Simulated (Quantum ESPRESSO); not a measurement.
## Zn2CaMgO4 (a curve over strain)

A calculation, not a measurement. The program is pw.x of Quantum ESPRESSO 7.5 (plane-wave density functional theory). The cell is made up: 8 atoms on a rocksalt lattice, with randomly drawn elements, strain and displacements, not relaxed. PseudoDojo standard norm-conserving files (v0.5 for PBE, v0.4.1 for LDA and PBEsol) set the functional; there is no spin polarisation, spin-orbit coupling or dispersion term, and the masses in the input are unused placeholders.

Seven runs add a strain to one cell (the same along x and y); the atoms follow the cell and are not relaxed. Stress in the table is positive in tension.

Input of the run at +0.0082:

```
&control calculation='scf', pseudo_dir='./dojo.nc.sr.pbe.v0_5.standard.upf', outdir='./o', disk_io='low', tprnfor=.true., tstress=.true. /
&system ibrav=0, nat=8, ntyp=4, nbnd=48, ecutwfc=84.00895049, nosym=.true., tot_charge=0,
 occupations='smearing', smearing='fd', degauss=0.0018374661
/
&electrons conv_thr=7.350e-09, electron_maxstep=60, /
ATOMIC_SPECIES
Ca 1.0 Ca.upf
Mg 1.0 Mg.upf
O 1.0 O.upf
Zn 1.0 Zn.upf
CELL_PARAMETERS angstrom
4.5236 -0.0545 0.0063
-0.0545 4.5541 -0.0173
0.0064 -0.0174 4.4588
ATOMIC_POSITIONS angstrom
Zn -0.0105 0.0438 0.0561
Ca -0.0052 2.3087 2.2871
Zn 2.2683 -0.0464 2.2661
Mg 2.2797 2.26 0.0027
O 2.2577 0.0274 0.0065
O 2.2083 2.1828 2.1703
O 4.4981 -0.0768 2.2912
O 4.5416 2.1846 -0.0031
K_POINTS automatic
4 4 4 1 1 1
```

```
added strain  free energy less that of the input shown (eV)  stress xx (GPa)  stress yy (GPa)  stress zz (GPa)  stress xy (GPa)  pressure (GPa)  iterations
     -0.0216                                        -0.0068            -5.17            -4.32            -3.37            -1.97            4.29          12
     -0.0087                                        -0.0423            -0.62             0.12            -0.82            -1.92            0.44          12
     +0.0082                                         0.0000             4.28             4.92             2.29            -1.86           -3.83          12
     +0.0117                                         0.0199             5.16             5.79             2.90            -1.84           -4.62          12
     +0.0144                                         0.0377             5.81             6.43             3.36            -1.83           -5.20          12
     +0.0171                                         0.0574             6.44             7.05             3.82            -1.82           -5.77          12
     +0.0245                                         0.1216             8.05             8.64             5.04            -1.78           -7.24          12
```

A cubic fit gives a slope of stress xx against the added strain of 289 GPa at zero added strain, with the atoms clamped. Across the table the free energy follows the integral of the stress to within 2.4 meV. A rerun of one of the cells at 1437 eV and a 6 x 6 x 6 mesh moved values by no more than 0.002 eV in energy, 0.04 GPa in stress and 0.002 eV/Å in force.